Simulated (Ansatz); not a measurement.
Input, command and steps of an Ansatz relaxation.

```yaml
crystal:
  lattice:
    - [3.6478993507, 0.0, 0.0]
    - [0.0, 3.6478993507, 0.0]
    - [0.0, 0.0, 6.4198480025]
  atoms:
    - { symbol: Ni, position: [0.5, 0.0, 0.2055] }
    - { symbol: Ni, position: [0.0, 0.5, 0.7945] }
    - { symbol: Ag, position: [0.5, 0.0, 0.6485] }
    - { symbol: Ag, position: [0.0, 0.5, 0.3515] }
    - { symbol: P, position: [0.0, 0.0, 0.0] }
    - { symbol: P, position: [0.5, 0.5, 0.0] }
basis:
  ecutwfc: 420
kpoints:
  mp_grid: { grid: [6, 6, 4] }
hamiltonian:
  xc: pbe
scf:
  occupations: { method: gaussian, width: 0.1 }
  lower_state_search: "off"
output:
  forces: true
  stress: true
  eigenvalues: true
relax:
  adjacent_minimum: "off"
  f_tol: 0.04
  max_steps: 70
  cell: { stress_tol: 0.4 }
```

```bash
ansatz run input.yaml --threads 1 --pin off --max-ram 2560MiB --backend cpu --events-out ev --progress --plain --runs-dir out
```

All numbers below come from Ansatz 0.2.0, DFT PBE, scalar-relativistic, plane waves, PAW.

Of 7 frames 7 are shown, positions in Å and forces in eV/Å; the SCF threshold varies from step to step. Steps run on the plane waves of an earlier cell, with a Pulay correction in the pressure. The basis is chosen afresh for the last frame, the zero of the energies, and at times for earlier ones too; energy and pressure can step there, also at an unchanged geometry. Where two frames share a geometry here, they differ by under 2 meV/atom and 0.3 GPa. The mark taken_back stands on steps that the optimiser undid.

```xyz
6
Lattice="3.6479 0.0000 0.0000 0.0000 3.6479 0.0000 0.0000 0.0000 6.4198" Properties=species:S:1:pos:R:3:forces:R:3 pbc="T T T" step=1 free_energy_over_end_meV_per_atom=82.88 pressure_GPa=5.48
Ni    1.8239    0.0000    1.3193    0.0000    0.0000    0.0201
Ni    0.0000    1.8239    5.1006    0.0000    0.0000   -0.0201
Ag    1.8239    0.0000    4.1633    0.0000    0.0000   -1.4425
Ag    0.0000    1.8239    2.2566    0.0000    0.0000    1.4425
P     0.0000    0.0000    0.0000    0.0000    0.0000    0.0000
P     1.8239    1.8239    0.0000    0.0000    0.0000    0.0000
6
Lattice="3.6618 0.0000 0.0000 0.0000 3.6618 0.0000 0.0000 0.0000 6.4996" Properties=species:S:1:pos:R:3:forces:R:3 pbc="T T T" step=2 free_energy_over_end_meV_per_atom=16.31 pressure_GPa=1.55
Ni    1.8309    0.0000    1.3214    0.0000    0.0000   -0.2221
Ni    0.0000    1.8309    5.1782    0.0000    0.0000    0.2221
Ag    1.8309    0.0000    4.0165    0.0000    0.0000   -0.3643
Ag    0.0000    1.8309    2.4832    0.0000    0.0000    0.3643
P     0.0000    0.0000    0.0000    0.0000    0.0000    0.0000
P     1.8309    1.8309    0.0000    0.0000    0.0000    0.0000
6
Lattice="3.6465 0.0000 0.0000 0.0000 3.6465 0.0000 0.0000 0.0000 6.6705" Properties=species:S:1:pos:R:3:forces:R:3 pbc="T T T" step=3 free_energy_over_end_meV_per_atom=3.53 pressure_GPa=-0.05
Ni    1.8233    0.0000    1.3293    0.0000    0.0000   -0.2363
Ni    0.0000    1.8233    5.3412    0.0000    0.0000    0.2363
Ag    1.8233    0.0000    4.0333    0.0000    0.0000    0.0119
Ag    0.0000    1.8233    2.6372    0.0000    0.0000   -0.0119
P     0.0000    0.0000    0.0000    0.0000    0.0000    0.0000
P     1.8233    1.8233    0.0000    0.0000    0.0000    0.0000
6
Lattice="3.6300 0.0000 0.0000 0.0000 3.6300 0.0000 0.0000 0.0000 6.7974" Properties=species:S:1:pos:R:3:forces:R:3 pbc="T T T" step=4 free_energy_over_end_meV_per_atom=0.87 pressure_GPa=-0.71
Ni    1.8150    0.0000    1.3314    0.0000    0.0000   -0.1108
Ni    0.0000    1.8150    5.4660    0.0000    0.0000    0.1108
Ag    1.8150    0.0000    4.0876    0.0000    0.0000    0.0469
Ag    0.0000    1.8150    2.7098    0.0000    0.0000   -0.0469
P     0.0000    0.0000    0.0000    0.0000    0.0000    0.0000
P     1.8150    1.8150    0.0000    0.0000    0.0000    0.0000
6
Lattice="3.6025 0.0000 0.0000 0.0000 3.6025 0.0000 0.0000 0.0000 6.8020" Properties=species:S:1:pos:R:3:forces:R:3 pbc="T T T" step=5 free_energy_over_end_meV_per_atom=0.87 pressure_GPa=1.07 taken_back
Ni    1.8012    0.0000    1.3274    0.0000    0.0000    0.0447
Ni    0.0000    1.8012    5.4746    0.0000    0.0000   -0.0447
Ag    1.8012    0.0000    4.0848    0.0000    0.0000    0.0915
Ag    0.0000    1.8012    2.7171    0.0000    0.0000   -0.0915
P     0.0000    0.0000    0.0000    0.0000    0.0000    0.0000
P     1.8012    1.8012    0.0000    0.0000    0.0000    0.0000
6
Lattice="3.6165 0.0000 0.0000 0.0000 3.6165 0.0000 0.0000 0.0000 6.8122" Properties=species:S:1:pos:R:3:forces:R:3 pbc="T T T" step=6 free_energy_over_end_meV_per_atom=0.33 pressure_GPa=-0.05
Ni    1.8083    0.0000    1.3283    0.0000    0.0000   -0.0027
Ni    0.0000    1.8083    5.4840    0.0000    0.0000    0.0027
Ag    1.8083    0.0000    4.1037    0.0000    0.0000    0.0055
Ag    0.0000    1.8083    2.7086    0.0000    0.0000   -0.0055
P     0.0000    0.0000    0.0000    0.0000    0.0000    0.0000
P     1.8083    1.8083    0.0000    0.0000    0.0000    0.0000
6
Lattice="3.6165 0.0000 0.0000 0.0000 3.6165 0.0000 0.0000 0.0000 6.8122" Properties=species:S:1:pos:R:3:forces:R:3 pbc="T T T" step=7 free_energy_over_end_meV_per_atom=0.00 pressure_GPa=-0.02
Ni    1.8083    0.0000    1.3283    0.0000    0.0000   -0.0035
Ni    0.0000    1.8083    5.4840    0.0000    0.0000    0.0035
Ag    1.8083    0.0000    4.1037    0.0000    0.0000    0.0055
Ag    0.0000    1.8083    2.7086    0.0000    0.0000   -0.0055
P     0.0000    0.0000    0.0000    0.0000    0.0000    0.0000
P     1.8083    1.8083    0.0000    0.0000    0.0000    0.0000
```

The start puts this composition into another compound's structure type, which needn't suit it. At the end the space group is P4/nmm (tolerance 0.05 Å).

It took 70 s on 1 thread of Arm Neoverse V2 (shared host), peak memory 0.42 GiB.

The k mesh is coarse. Spin polarisation was left out, and a magnetic state may lie lower.